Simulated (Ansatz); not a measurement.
Ag$_{2}$GeCSe$_{4}$ in Ansatz, relaxation

Launch command:

```bash
ansatz run input.yaml --threads 1 --pin off --max-ram 2560MiB --backend cpu --events-out ev --progress --plain --runs-dir out
```

input.yaml:

```yaml
crystal:
  lattice:
    - [-3.37362, 3.471607, 3.944813]
    - [3.37362, -3.471607, 3.944813]
    - [3.37362, 3.471607, -3.944813]
  atoms:
    - { symbol: Ge, position: [0.5, 0.5, 0.0] }
    - { symbol: C, position: [0.0, 0.0, 0.0] }
    - { symbol: Ag, position: [0.7092, 0.2092, 0.5] }
    - { symbol: Ag, position: [0.2908, 0.7908, 0.5] }
    - { symbol: Se, position: [0.85125, 0.85325, 0.384] }
    - { symbol: Se, position: [0.46925, 0.46725, 0.616] }
    - { symbol: Se, position: [0.14875, 0.53275, 0.002] }
    - { symbol: Se, position: [0.53075, 0.14675, 0.998] }
  symmetry: { tolerance: 0.0003 }
kpoints:
  mp_grid: { grid: [4, 4, 4], shift: [0, 0, 0] }
magnetization:
  spin_polarized: false
scf:
  occupations: { method: fermi_dirac }
hamiltonian:
  pseudopotentials: { kind: paw }
  xc: revpbe
basis:
  ecutwfc: 420
output:
  forces: true
  stress: true
  eigenvalues: true
relax:
  max_steps: 40
  cell: {}
```

Origin of the cell: a known structure type with other elements, at an estimated volume, so it need not be a known compound.

The smearing width isn't typed, so it takes its default of 0.1 eV.

Output (shortened):

```
Pseudopotentials: kind: paw
Pseudopotential: Ge, paw, valence charge 14, recommended cutoff 420 eV (normal), Ge.paw.azcp
Pseudopotential: C, paw, valence charge 4, recommended cutoff 420 eV (normal), C.paw.azcp
Pseudopotential: Ag, paw, valence charge 19, recommended cutoff 420 eV (normal), Ag.paw.azcp
Pseudopotential: Se, paw, valence charge 16, recommended cutoff 420 eV (normal), Se.paw.azcp
Functional definition: revPBE
  exchange = pbe_x(kappa = kappa, mu = beta*pi^2/3)
  correlation = pbe_c(beta = beta)
Crystal: 8 atoms, lattice volume = 184.805 Å³
Basis set: ecut = 420 eV, 3629 PW (Γ), exchange–correlation on 90×90×90 points (8 copies of the dense FFT grid, shifted against one another)
Bands: 72, of which v1, the nominal top of the filled ones, is band 60 counted from 1 (59 counted from 0)
Symmetry: 4 space group operations
[… 14 lines left out …]
Initial density: superposition of atomic densities (neutral atoms: chi_scale 0, normalization atom), corrected by the library's trained network
Functional: x = revpbe(κ = 1.245, μ = 0.219515), c = pbe(β = 0.066725)
SCF iter   1: F=—  HF=-41630.009392 eV  Δρ=3.38e-3  dr2=3.02e-2  defer=18
SCF iter   2: F=—  HF=-41630.012437 eV  Δρ=1.60e-3  dr2=4.12e-3  defer=26
SCF iter   3: F=—  HF=-41630.011312 eV  Δρ=6.05e-4  dr2=8.38e-4  defer=26
SCF iter   4: F=—  HF=-41630.011118 eV  Δρ=1.65e-4  dr2=4.48e-5  defer=26
SCF iter   5: F=—  HF=-41630.011189 eV  Δρ=3.04e-5  dr2=1.93e-6  defer=26
SCF iter   6: F=—  HF=-41630.011190 eV  Δρ=1.01e-5  dr2=1.59e-7  defer=26
SCF iter   7: F=-41630.011190 eV  HF=-41630.011190 eV  Δρ=2.55e-6  dr2=1.43e-8
relax step   1: F+E_penalty+E_count = -41630.011190 eV  Δ(F+E_penalty+E_count) = +0.000e0 eV  max|allowed force component| = 1.443e0 eV/Å  Δτ_max = 0.0000 Å  P = +7.280 GPa  Ω = 184.805 Å³  ( […]
relax step   2: F+E_penalty+E_count = -41630.754679 eV  Δ(F+E_penalty+E_count) = -7.435e-1 eV  max|allowed force component| = 2.802e-1 eV/Å  Δτ_max = 0.0892 Å  P = +0.520 GPa  Ω = 194.213 Å³ […]
relax step   3: F+E_penalty+E_count = -41630.919683 eV  Δ(F+E_penalty+E_count) = -1.650e-1 eV  max|allowed force component| = 2.628e-1 eV/Å  Δτ_max = 0.0949 Å  P = +0.074 GPa  Ω = 190.382 Å³ […]
relax step   4: F+E_penalty+E_count = -41631.532053 eV  Δ(F+E_penalty+E_count) = -6.124e-1 eV  max|allowed force component| = 5.150e-1 eV/Å  Δτ_max = 0.1949 Å  P = -0.393 GPa  Ω = 189.923 Å³ […]
relax step   5: F+E_penalty+E_count = -41632.099256 eV  Δ(F+E_penalty+E_count) = -5.672e-1 eV  max|allowed force component| = 7.038e-1 eV/Å  Δτ_max = 0.1017 Å  P = -1.216 GPa  Ω = 191.842 Å³ […]
[… 20 lines left out …]
relax step  26: F+E_penalty+E_count = -41635.113146 eV  Δ(F+E_penalty+E_count) = -2.320e-3 eV  max|allowed force component| = 1.115e-2 eV/Å  Δτ_max = 0.0149 Å  P = +0.070 GPa  Ω = 201.445 Å³ […]
relax step  27: F+E_penalty+E_count = -41635.114272 eV  Δ(F+E_penalty+E_count) = -1.126e-3 eV  max|allowed force component| = 1.771e-2 eV/Å  Δτ_max = 0.0256 Å  P = +0.126 GPa  Ω = 206.374 Å³ […]
relax step  28: F+E_penalty+E_count = -41635.113955 eV  Δ(F+E_penalty+E_count) = +3.167e-4 eV  max|allowed force component| = 7.861e-3 eV/Å  Δτ_max = 0.0116 Å  P = +0.052 GPa  Ω = 209.181 Å³ […]
relax step  29: F+E_penalty+E_count = -41635.113600 eV  Δ(F+E_penalty+E_count) = +3.551e-4 eV  max|allowed force component| = 1.055e-3 eV/Å  Δτ_max = 0.0047 Å  P = +0.008 GPa  Ω = 210.389 Å³ […]
relax step  30: F+E_penalty+E_count = -41635.118312 eV  Δ(F+E_penalty+E_count) = -4.712e-3 eV  max|allowed force component| = 1.110e-3 eV/Å  Δτ_max = 0.0000 Å  P = +0.013 GPa  Ω = 210.389 Å³  stress off target by 4.51e-2 GPa […]
SCF 30 converged in 9 iterations: F = -41635.118312 eV  dr2 = 5.95e-11
basis re-selected at this cell: Δ(F+E_penalty+E_count) = -4.712e-3 eV, ΔP = +0.004 GPa vs the last step (what re-selecting the basis moved, of the pressure what is left beyond the Pulay corre […]
SCF converged after 9 iterations
Free energy (F): -41635.118312 eV
Harris-Foulkes:  -41635.118312 eV  (|F-HF|=0.00e0)
Internal energy: -41635.116245 eV  (E = F + TS)
E sigma→0 (E₀):  -41635.117278 eV
Entropy (-TS):   -0.002067 eV (-0.258 meV/atom)
Fermi energy:    7.426317 eV
--- Per-component energies (eV) ---
  E_band       = -2626.032678
  E_kinetic    = 1717.276346
  E_local      = -20266.130012  (includes V_loc(G=0)·N_el)
  E_nonlocal   = -1785.138127
  E_hartree    = 9469.369509
  E_xc         = -904.901244
  E_vxc        = -976.851753  (∫ρ·V_xc dr)
  E_paw        = -17597.012020  (= ΣΔE_a)
  E_vpaw       = -253.925875  (= ΣTr[D̂ρ^β])
  E_aug_tail   = -0.001396  (compensation charges beyond the density's cutoff)
  E_ewald      = -12267.488448
  E_core_change = -1.090852  (= ΣΔE_core)
  E_smearing   = -0.002067  (= −TS)
  Σ components = -41635.118312   (vs F -41635.118312, Δ=0.00e0)
--- Forces (eV/Å), atoms counted from 1 ---
  atom   1  Ge    -0.000000     0.000000     0.000000
  atom   2  C     -0.000000     0.000000     0.000000
  atom   3  Ag     0.000000    -0.000000     0.000854
  atom   4  Ag     0.000000     0.000000    -0.000854
  atom   5  Se     0.000735     0.000691    -0.001110
  atom   6  Se    -0.000735    -0.000691    -0.001110
  atom   7  Se     0.000735    -0.000691     0.001110
  atom   8  Se    -0.000735     0.000691     0.001110
  max |Σ_I F_I| component: 1.82e-16 eV/Å
--- Stress (GPa, compression-positive) ---
       -0.006089      -0.000000      -0.000000
       -0.000000       0.045060       0.000000
       -0.000000       0.000000      -0.000549
  P = ⅓ Tr σ = 0.0128 GPa (0.128 kbar)
--- Relaxed structure (27 steps of the walk, 27 accepted, 3 SCFs on fresh bases) ---
  F+E_penalty+E_count = -41635.118312 eV   max|allowed force component| = 1.110e-3 eV/Å   (the final SCF, on the basis selected at the relaxed cell)
  cell:  # Å, volume = 210.3891 Å³
    - [-3.317752, 4.806425, 3.298354]
    - [3.317752, -4.806425, 3.298354]
    - [3.317752, 4.806425, -3.298354]
  atoms:
    - { symbol: Ge, position: [0.5, 0.5, 2.242e-19] }
    - { symbol: C, position: [3.058e-18, 2.642e-18, 2.242e-19] }
    - { symbol: Ag, position: [0.773975, 0.273975, 0.500000] }
    - { symbol: Ag, position: [0.226025, 0.726025, 0.5] }
    - { symbol: Se, position: [0.958853, 0.997199, 0.298620] }
    - { symbol: Se, position: [0.698578, 0.660232, 0.701380] }
    - { symbol: Se, position: [0.041147, 0.339768, 0.038346] }
    - { symbol: Se, position: [0.301422, 0.002801, 0.961654] }
```

Caveats: forces of this functional can be a tenth off on datasets made under PBE; the relaxation held the start's symmetry, so the end may be a saddle point.

It ran for 6.6 min on 1 thread of Intel(R) Xeon(R) 6975P-C (Granite Rapids), with other jobs on the host, peak memory 0.64 GiB, from the program's own first density.
